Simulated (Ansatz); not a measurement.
The numbers come from plane-wave PAW DFT (Ansatz): r2SCAN, no spin polarisation, 500 eV, 8×8×7 Γ-centred k points, fermi-dirac occupations (width 0.0632 eV). Nothing was relaxed.

Computed maps in the lattice plane spanned by a (left to right, 4.66 Å, 14 points from zero) and c (bottom to top, 4.82 Å, 15 points from zero), 90° apart, at height 0.000 along b. The fields are smooth PAW ones with compensation charges, not the true ones near nuclei.

Valence density. Digits on a logarithmic scale: 0 up to 0.03 e/Å³, each further digit a factor of 1.6, 9 from 1.3 e/Å³ up:
```
99974211124799
99864222224689
77643333333467
55433456543345
33334699964333
33346999996433
33347999997433
33347999997433
33346999996433
33334699964333
55433456543345
77643333333467
99864222224689
99974211124799
99974311134799
```

ELF. Ten even steps from '0' (0.01) to '9' (0.83):
```
00444211124440
34543111113454
44331111111334
22211122211122
11111245421111
00112467642110
01112689862111
01112689862111
00112467642110
11111245421111
22211122211122
44331111111334
34543111113454
00444211124440
00354311134530
```

Problem. The cell is Ag3Te2Pb. Which atoms lie within 0.2 Å of this plane, and where (fractions of a and c)?

Solution. Ag at (0.50, 0.50), Pb at (0.00, 0.00). The whole cell:
```
CELL_PARAMETERS angstrom
4.66188 0.00000 0.00000
2.33094 -7.82892 0.00000
0.00000 0.00000 -4.82404
ATOMIC_POSITIONS crystal
Te 0.12700 0.74600 0.50000
Te 0.87300 0.25400 0.50000
Ag 0.50000 0.00000 0.50000
Pb 0.00000 0.00000 0.00000
Ag 0.31500 0.37000 0.00000
Ag 0.68500 0.63000 0.00000
```

Origin: a known structure type with other elements, at an estimated volume, so it need not be a known compound. Caveats: odd electron count without spin polarisation, so a magnetic state may lie lower.
